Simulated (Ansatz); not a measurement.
**TiH$_{2}$O$_{2}$ in Ansatz, relaxation**

Launch command:

```bash
ansatz run input.yaml --threads 2 --pin off --max-ram 4096MiB --backend cpu --events-out ev --progress --plain --runs-dir out
```

The input file (Ansatz 0.2.0, plane waves):

```yaml
crystal:
  lattice:
    - [2.89620493, 0.0, 0.0]
    - [1.44810196, -6.1629947, 0.0]
    - [0.0, 0.0, -3.73505659]
  atoms:
    - { symbol: Ti, position: [0.6828, 0.6344, 0.75] }
    - { symbol: Ti, position: [0.3172, 0.3656, 0.25] }
    - { symbol: O, position: [0.2902, 0.4196, 0.75] }
    - { symbol: O, position: [0.7098, 0.5804, 0.25] }
    - { symbol: O, position: [0.082, 0.836, 0.75] }
    - { symbol: O, position: [0.918, 0.164, 0.25] }
    - { symbol: H, position: [0.0186, 0.9628, 0.6076] }
    - { symbol: H, position: [0.9814, 0.0372, 0.1076] }
    - { symbol: H, position: [0.9814, 0.0372, 0.3924] }
    - { symbol: H, position: [0.0186, 0.9628, 0.8924] }
  symmetry: { detect: false, time_reversal: true }
kpoints:
  mp_grid: { grid: [6, 6, 5], shift: [0, 0, 0] }
magnetization:
  spin_polarized: true
scf:
  occupations: { method: fermi_dirac, width: 0.021 }
  lower_state_search: "off"
hamiltonian:
  pseudopotentials: { kind: paw }
  xc: pbe
basis:
  ecutwfc: 420
  fft_grid_basis: typed
relax:
  max_steps: 40
  f_tol: 0.03
output:
  forces: true
  stress: true
  eigenvalues: true
  bader: true
  populations: true
  elf: true
  write_potential: true
  volumetric_format: npy
  dos:
    e_range: [-12, 8]
    de: 0.05
    projected: { site_lists: { H: [H], O: [O], Ti: [Ti] } }
checkpoint:
  read: saved_state
```

Origin of the cell: a known structure type with other elements, at an estimated volume, so it need not be a known compound.

The saved state is a converged single point of the same cell.

The program first moved the atoms by about 0.01 Å at random, to leave a saddle point that the symmetry would hold.

Excerpt of the output:

```
Warning: output.stress: scf.convergence.dr2_threshold = 1e-7 eV (the SCF's general default) is looser than the 1e-9 eV advised for a printed stress (1e-10 eV for each atom of the cell: 10). W […]
band count auto-derived: 38 (N_el = 52.0; filled up to band 26; 36 by the electrons, moments and atoms)
the start keeps a symmetry that the run doesn't impose, so 10 atoms are moved at random by 1.00e-2 Å, to let the relaxation leave a saddle point. relax.escape_saddle: false keeps them in place
Pseudopotentials: kind: paw
Pseudopotential: Ti, paw, valence charge 12, recommended cutoff 420 eV (normal), Ti.paw.azcp
Pseudopotential: O, paw, valence charge 6, recommended cutoff 420 eV (normal), O.paw.azcp
Pseudopotential: H, paw, valence charge 1, recommended cutoff 420 eV (normal), H.paw.azcp
Functional definition: PBE
  exchange = pbe_x(kappa = kappa, mu = beta*pi^2/3)
  correlation = pbe_c(beta = beta)
Crystal: 10 atoms, lattice volume = 66.668 Å³
[… 11 lines left out …]
Initial density: read from a saved state, or passed on in memory by an earlier SCF of this step, an earlier step, the calling program or the single point that the run made first
Functional: x = pbe(κ = 0.804, μ = 0.219515), c = pbe(β = 0.066725)
SCF iter   1: F=—  HF=-7326.379385 eV  Δρ=9.98e-3  dr2=5.63e-3  dr2_m=4.76e-2  M=0.361 μB ∫|m|=0.411 μB
SCF iter   2: F=—  HF=-7326.448573 eV  Δρ=9.04e-3  dr2=2.82e-3  dr2_m=4.25e-2  M=0.252 μB ∫|m|=0.312 μB
SCF iter   3: F=—  HF=-7326.538601 eV  Δρ=3.51e-3  dr2=5.47e-4  dr2_m=6.73e-3  M=0.074 μB ∫|m|=0.114 μB
SCF iter   4: F=—  HF=-7326.548801 eV  Δρ=9.56e-4  dr2=3.03e-4  dr2_m=3.69e-4  M=-0.000 μB ∫|m|=0.018 μB  defer=18
SCF iter   5: F=—  HF=-7326.549258 eV  Δρ=4.78e-4  dr2=1.80e-4  dr2_m=4.57e-5  M=0.004 μB ∫|m|=0.012 μB  defer=82
SCF iter   6: F=—  HF=-7326.549269 eV  Δρ=2.68e-4  dr2=2.65e-5  dr2_m=2.92e-5  M=0.005 μB ∫|m|=0.009 μB  defer=82
SCF iter   7: F=—  HF=-7326.549374 eV  Δρ=6.93e-5  dr2=3.96e-6  dr2_m=2.03e-6  M=0.001 μB ∫|m|=0.002 μB  defer=82
SCF iter   8: F=—  HF=-7326.549377 eV  Δρ=4.78e-5  dr2=1.07e-5  dr2_m=1.36e-7  M=-0.000 μB ∫|m|=0.001 μB  defer=82
SCF iter   9: F=—  HF=-7326.549376 eV  Δρ=3.45e-5  dr2=3.20e-6  dr2_m=3.24e-7  M=-0.001 μB ∫|m|=0.001 μB  defer=82
SCF iter  10: F=—  HF=-7326.549376 eV  Δρ=1.67e-5  dr2=3.56e-7  dr2_m=8.88e-8  M=-0.000 μB ∫|m|=0.000 μB  defer=82
SCF iter  11: F=-7326.549376 eV  HF=-7326.549376 eV  Δρ=3.55e-6  dr2=3.48e-8  dr2_m=1.87e-9  M=-0.000 μB ∫|m|=0.000 μB
SCF iter  12: F=-7326.549376 eV  HF=-7326.549376 eV  Δρ=1.09e-6  dr2=1.21e-9  dr2_m=2.15e-10  M=0.000 μB ∫|m|=0.000 μB
SCF iter  13: F=-7326.549376 eV  HF=-7326.549376 eV  Δρ=3.79e-7  dr2=2.94e-10  dr2_m=3.14e-11  M=0.000 μB ∫|m|=0.000 μB
relax step   1: F+E_penalty+E_count = -7326.404770 eV  Δ(F+E_penalty+E_count) = +0.000e0 eV  max|allowed force component| = 5.472e0 eV/Å  Δτ_max = 0.0000 Å  (9 SCF iters, accepted)
relax step   2: F+E_penalty+E_count = -7329.264205 eV  Δ(F+E_penalty+E_count) = -2.859e0 eV  max|allowed force component| = 3.326e0 eV/Å  Δτ_max = 0.1453 Å  (9 SCF iters, dr2 threshold 1.00e-4 eV, accepted)
relax step   3: F+E_penalty+E_count = -7331.561403 eV  Δ(F+E_penalty+E_count) = -2.297e0 eV  max|allowed force component| = 1.510e0 eV/Å  Δτ_max = 0.1958 Å  (8 SCF iters, dr2 threshold 1.00e-4 eV, accepted)
relax step   4: F+E_penalty+E_count = -7332.667263 eV  Δ(F+E_penalty+E_count) = -1.106e0 eV  max|allowed force component| = 1.717e0 eV/Å  Δτ_max = 0.2000 Å  (7 SCF iters, dr2 threshold 1.00e-4 eV, accepted)
relax step   5: F+E_penalty+E_count = -7333.087579 eV  Δ(F+E_penalty+E_count) = -4.203e-1 eV  max|allowed force component| = 1.897e0 eV/Å  Δτ_max = 0.1538 Å  (9 SCF iters, dr2 threshold 1.00e-4 eV, accepted)
relax step   6: F+E_penalty+E_count = -7333.447733 eV  Δ(F+E_penalty+E_count) = -3.602e-1 eV  max|allowed force component| = 9.828e-1 eV/Å  Δτ_max = 0.1949 Å  (9 SCF iters, dr2 threshold 1.00e-4 eV, accepted)
relax step   7: F+E_penalty+E_count = -7333.395369 eV  Δ(F+E_penalty+E_count) = +5.236e-2 eV  max|allowed force component| = 1.530e0 eV/Å  Δτ_max = 0.1509 Å  (8 SCF iters, dr2 threshold 1.00e-4 eV, rejected (line search))
relax step   8: F+E_penalty+E_count = -7333.532734 eV  Δ(F+E_penalty+E_count) = -8.500e-2 eV  max|allowed force component| = 5.648e-1 eV/Å  Δτ_max = 0.0735 Å  (11 SCF iters, accepted)
relax step   9: F+E_penalty+E_count = -7333.614696 eV  Δ(F+E_penalty+E_count) = -8.196e-2 eV  max|allowed force component| = 4.171e-1 eV/Å  Δτ_max = 0.1000 Å  (7 SCF iters, dr2 threshold 8.56e-5 eV, accepted)
relax step  10: F+E_penalty+E_count = -7333.739533 eV  Δ(F+E_penalty+E_count) = -1.248e-1 eV  max|allowed force component| = 5.814e-1 eV/Å  Δτ_max = 0.1460 Å  (8 SCF iters, dr2 threshold 5.75e-5 eV, accepted)
relax step  11: F+E_penalty+E_count = -7333.916804 eV  Δ(F+E_penalty+E_count) = -1.773e-1 eV  max|allowed force component| = 3.832e-1 eV/Å  Δτ_max = 0.1951 Å  (9 SCF iters, dr2 threshold 1.00e-4 eV, accepted)
relax step  12: F+E_penalty+E_count = -7333.938364 eV  Δ(F+E_penalty+E_count) = -2.156e-2 eV  max|allowed force component| = 9.837e-1 eV/Å  Δτ_max = 0.0664 Å  (8 SCF iters, dr2 threshold 6.38e-5 eV, accepted)
[… 12 lines left out …]
relax step  25: F+E_penalty+E_count = -7336.652032 eV  Δ(F+E_penalty+E_count) = -1.871e-2 eV  max|allowed force component| = 4.596e-1 eV/Å  Δτ_max = 0.1131 Å  (6 SCF iters, dr2 threshold 1.00e-4 eV, accepted)
relax step  26: F+E_penalty+E_count = -7336.661204 eV  Δ(F+E_penalty+E_count) = -9.172e-3 eV  max|allowed force component| = 7.552e-1 eV/Å  Δτ_max = 0.1069 Å  (5 SCF iters, dr2 threshold 8.64e-5 eV, accepted)
relax step  27: F+E_penalty+E_count = -7336.704282 eV  Δ(F+E_penalty+E_count) = -4.308e-2 eV  max|allowed force component| = 1.756e-1 eV/Å  Δτ_max = 0.2000 Å  (6 SCF iters, dr2 threshold 1.00e-4 eV, accepted)
relax step  28: F+E_penalty+E_count = -7336.731296 eV  Δ(F+E_penalty+E_count) = -2.701e-2 eV  max|allowed force component| = 1.471e-1 eV/Å  Δτ_max = 0.2000 Å  (11 SCF iters, dr2 threshold 1.93e-6 eV, accepted)
relax step  29: F+E_penalty+E_count = -7336.738473 eV  Δ(F+E_penalty+E_count) = -7.177e-3 eV  max|allowed force component| = 4.717e-1 eV/Å  Δτ_max = 0.0965 Å  (11 SCF iters, dr2 threshold 1.35e-6 eV, accepted)
relax step  30: F+E_penalty+E_count = -7336.695027 eV  Δ(F+E_penalty+E_count) = +4.345e-2 eV  max|allowed force component| = 1.583e0 eV/Å  Δτ_max = 0.1975 Å  (8 SCF iters, dr2 threshold 1.00e-4 eV, rejected (line search))
relax step  31: F+E_penalty+E_count = -7336.754619 eV  Δ(F+E_penalty+E_count) = -1.615e-2 eV  max|allowed force component| = 1.181e-1 eV/Å  Δτ_max = 0.0987 Å  (12 SCF iters, accepted)
relax step  32: F+E_penalty+E_count = -7336.745075 eV  Δ(F+E_penalty+E_count) = +9.544e-3 eV  max|allowed force component| = 7.004e-1 eV/Å  Δτ_max = 0.0974 Å  (10 SCF iters, rejected (line search))
relax step  33: F+E_penalty+E_count = -7336.758913 eV  Δ(F+E_penalty+E_count) = -4.295e-3 eV  max|allowed force component| = 6.900e-2 eV/Å  Δτ_max = 0.0487 Å  (10 SCF iters, accepted)
relax step  34: F+E_penalty+E_count = -7336.759068 eV  Δ(F+E_penalty+E_count) = -1.545e-4 eV  max|allowed force component| = 6.750e-2 eV/Å  Δτ_max = 0.0440 Å  (9 SCF iters, accepted)
relax step  35: F+E_penalty+E_count = -7336.759830 eV  Δ(F+E_penalty+E_count) = -7.625e-4 eV  max|allowed force component| = 2.456e-2 eV/Å  Δτ_max = 0.0144 Å  (6 SCF iters, dr2 threshold 1.56e-6 eV, accepted)
relax step  36: F+E_penalty+E_count = -7336.759831 eV  Δ(F+E_penalty+E_count) = -3.093e-7 eV  max|allowed force component| = 2.450e-2 eV/Å  Δτ_max = 0.0000 Å  (4 SCF iters, accepted)
SCF 37 converged in 4 iterations: F = -7336.759831 eV  dr2 = 6.21e-8
SCF converged after 4 iterations
Magnetization: -0.0000 μB (26.0000 up, 26.0000 down)
Absolute magnetization: 0.0000 μB (∫|ρ↑−ρ↓|, with the PAW one-centre terms)
Spin contamination: 0.0000 ħ² per cell (⟨S²⟩ above its minimum at these occupations)
Per-site moments (μB) at R_I (Å): [(-2.250e-8, 0.767577), (1.014e-8, 0.768606), (-7.802e-9, 0.768606), (2.927e-9, 0.767577), (1.146e-9, 0.408254), (4.331e-10, 0.401988), (2.012e-10, 0.408254) […]
Free energy (F): -7336.759831 eV
Harris-Foulkes:  -7336.759831 eV  (|F-HF|=3.49e-8)
Internal energy: -7336.757547 eV  (E = F + TS)
E sigma→0 (E₀):  -7336.758689 eV
Entropy (-TS):   -0.002283 eV (-0.228 meV/atom)
Fermi energy:    12.089246 eV
--- Per-component energies (eV) ---
  E_band       = -354.304299
  E_kinetic    = 1333.841656
  E_local      = -3902.641034  (includes V_loc(G=0)·N_el)
  E_nonlocal   = 213.314466
  E_hartree    = 1585.474227
  E_xc         = -535.276273
  E_vxc        = -679.713349  (∫ρ·V_xc dr)
  E_paw        = -2732.428581  (= ΣΔE_a)
  E_vpaw       = -490.050451  (= ΣTr[D̂ρ^β])
  E_aug_tail   = 0.005047  (compensation charges beyond the density's cutoff)
  E_ewald      = -3299.047055
  E_smearing   = -0.002283  (= −TS)
  Σ components = -7336.759831   (vs F -7336.759831, Δ=0.00e0)
--- Forces (eV/Å), atoms counted from 1 ---
  atom   1  Ti    -0.014686     0.008890    -0.000518
  atom   2  Ti     0.017286     0.010862    -0.003207
  atom   3  O     -0.006659    -0.000448    -0.001007
  atom   4  O      0.006580    -0.024487    -0.007090
  atom   5  O      0.004504    -0.003421     0.005829
  atom   6  O     -0.000171     0.007726     0.009907
  atom   7  H      0.002155    -0.003198    -0.002533
  atom   8  H      0.004643     0.002811     0.003042
  atom   9  H     -0.005070     0.003469     0.000476
  atom  10  H     -0.008574    -0.002126    -0.005025
  max |Σ_I F_I| component: 1.25e-4 eV/Å
--- Stress (GPa, compression-positive) ---
       36.616216      -0.207270      -0.026611
       -0.207270      34.801175       6.834594
       -0.026610       6.834596      59.265812
  P = ⅓ Tr σ = 43.5611 GPa (435.611 kbar)
--- Relaxed structure (36 steps of the walk, 32 accepted, 0 SCFs on fresh bases) ---
  F+E_penalty+E_count = -7336.759831 eV   max|allowed force component| = 2.450e-2 eV/Å
  atoms:
    - { symbol: Ti, position: [0.789239, 0.604915, 0.742344] }
    - { symbol: Ti, position: [0.422501, 0.365797, 0.246335] }
    - { symbol: O, position: [0.405673, 0.375384, 0.744862] }
    - { symbol: O, position: [0.801022, 0.605125, 0.240455] }
    - { symbol: O, position: [0.188517, 0.812161, 0.692997] }
    - { symbol: O, position: [1.027675, 0.147885, 0.351851] }
    - { symbol: H, position: [0.146726, 0.890493, 0.461689] }
    - { symbol: H, position: [0.460131, 0.024762, -0.036738] }
    - { symbol: H, position: [1.045263, 0.145064, 0.612418] }
    - { symbol: H, position: [-0.286723, 1.022542, 0.936877] }
--- Löwdin populations: 10 sites ---
  site symbol       q [e]    m [muB]
     0     Ti     10.9756    -0.0000
     1     Ti     11.0156     0.0000
     2      O      6.6216    -0.0000
     3      O      6.6114     0.0000
     4      O      6.6371     0.0000
     5      O      6.6549     0.0000
     6      H      0.6266     0.0000
     7      H      0.9876     0.0000
     8      H      0.6363    -0.0000
     9      H      0.9892    -0.0000
  spilling = 0.004696 (of n_electrons = 52.000000)
--- Bader charges: 10 sites ---
  site symbol  charge [e]  shift [e]    m [muB]
     0     Ti      1.9352     0.0045     0.0000
     1     Ti      1.8610     0.0035     0.0000
     2      O     -1.2995     0.0030     0.0000
     3      O     -1.2703     0.0028     0.0000
     4      O     -1.2041     0.0003     0.0000
     5      O     -1.2003     0.0014     0.0000
     6      H      0.6132     0.0020     0.0000
     7      H     -0.0048     0.0001     0.0000
     8      H      0.5695     0.0019     0.0000
     9      H      0.0002     0.0001     0.0000
  estimated error of the sums over rays = 7.6e-4 e
```

The starting structure.

Space group Cmcm (No. 63); the run's cell has a = 2.896 Å, b = 6.331 Å, c = 3.735 Å, α = 90.00°, β = 90.00°, γ = 76.78°. Shortest distances: H–H 0.93 Å, H–O 0.95 Å, O–Ti 1.90 Å, H–Ti 2.54 Å, O–O 2.56 Å, Ti–Ti 2.89 Å.

The relaxed structure.

Space group P1 (No. 1); the run's cell has a = 2.896 Å, b = 6.331 Å, c = 3.735 Å, α = 90.00°, β = 90.00°, γ = 76.78°. Shortest distances: H–H 0.74 Å, H–O 0.97 Å, O–Ti 1.86 Å, H–Ti 2.38 Å, O–O 2.43 Å, Ti–Ti 2.75 Å.

| Item | Value |
| --- | --- |
| Free energy lowered by | 1035.5 meV/atom |
| Final pressure | 43.56 GPa |
| Relaxation steps listed | 36 |
| Gap on the mesh | none (metal) |

Caveats: no moments, though an odd count or open d shells may carry them; the SCF threshold is looser than advised for a stress; the given cell is far from equilibrium, with atoms too close or a volume far off; the k mesh is coarse if the cell is a metal; the program displaced the start to leave a saddle point.

Time: 22 min on 2 threads of Arm Neoverse V1 (shared host), peak memory 0.62 GiB, from a saved density.
